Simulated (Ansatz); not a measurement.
Input and command of a plane-wave DFT calculation in Ansatz:

```yaml
crystal:
  lattice:
    - [3.0384977962, 0.0, 0.0]
    - [-1.5192488981, 2.6314162809, 0.0]
    - [0.0, 0.0, 4.54542]
  atoms:
    - { symbol: Ti, position: [0.3333333333, 0.6666666667, 0.25] }
    - { symbol: Ti, position: [0.6666666667, 0.3333333333, 0.75] }
basis:
  ecutwfc: 420
kpoints:
  mp_grid: { grid: [18, 18, 10] }
hamiltonian:
  xc: pbe
scf:
  occupations: { method: gaussian, width: 0.15 }
output:
  forces: true
  stress: true
  eigenvalues: true
```

```bash
ansatz run input.yaml --threads 1 --pin off --max-ram 2560MiB --backend cpu --events-out ev --progress --plain --runs-dir out
```

Processor: Intel(R) Xeon(R) Platinum 8488C (Sapphire Rapids), 1 thread, on a host shared with other jobs.

**Question.** Estimate time, memory and problem size.

**Answer.** About 4.3 s on 1 thread of Intel(R) Xeon(R) Platinum 8488C (Sapphire Rapids), with other jobs on the host, peak memory 0.42 GiB. It solves 16 bands at 222 k points (the mesh reduced by symmetry) with about 699 plane waves, in 6 SCF iterations.
